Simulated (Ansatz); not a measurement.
## Convergence of Ta4O with the plane-wave cutoff

Level of theory: Ansatz, DFT PBEsol, scalar-relativistic, plane waves, PAW.

```
Ta O
1.0
     3.23205   -0.01525    0.02886
    -0.01525    3.26076   -0.02398
     0.06564   -0.05454    7.38309
Ta O
4 1
Direct
  0.05579 0.01760 0.49592
  0.50999 0.48448 0.78302
  0.49590 0.51050 0.22474
  0.02720 0.01200 0.99005
  0.48610 0.45127 0.51486
```

```json
{"Γ-centred k-mesh": "10×10×4", "occupation rule": "Gaussian smearing, 0.1 eV", "spin treatment": "unpolarised", "valence charge of the PAW sets": "Ta 13, O 6"}
```

The atoms are held and the plane-wave cutoff is swept. Energies are extrapolated to zero smearing and count from the reference run, 600 eV. The cell was strained and its atoms displaced at random, so that forces don't vanish. Spin–orbit coupling is left out. Pressure is positive in compression and holds a correction for the finite cutoff (Pulay stress).

Times are rough; the reference took 91 s on 1 thread of Arm Neoverse V1 (shared host), peak memory 0.82 GiB.

Question: Tried: 200, 250, 300, 350, 420, 600 eV. From which plane-wave cutoff on does the energy per atom stay within 100, 10 and 1 meV of the reference?

Answer: 350 for 100 meV, 420 for 10 meV, none but the reference for 1 meV. The reference itself isn't shown to be converged. At 420 eV, where the energy is within 10 meV, force components already agree to within 0.001 eV/Å, where the largest force is 2.729 eV/Å.

| cutoff (eV) | ΔE (meV/atom) | P (GPa) | largest change of a force component (eV/Å) | plane waves at Γ | wall time (s) |
| --- | --- | --- | --- | --- | --- |
| 200 | 2251 | 1.40 | 0.762 | 507 | 23 |
| 250 | 459 | -0.36 | 0.104 | 699 | 28 |
| 300 | 100 | -0.31 | 0.014 | 943 | 33 |
| 350 | 22.5 | -0.36 | 0.007 | 1123 | 38 |
| 420 | 1.89 | -0.36 | 0.000 | 1543 | 51 |
| 600 | 0.00 | -0.36 | 0.000 | 2621 | 91 |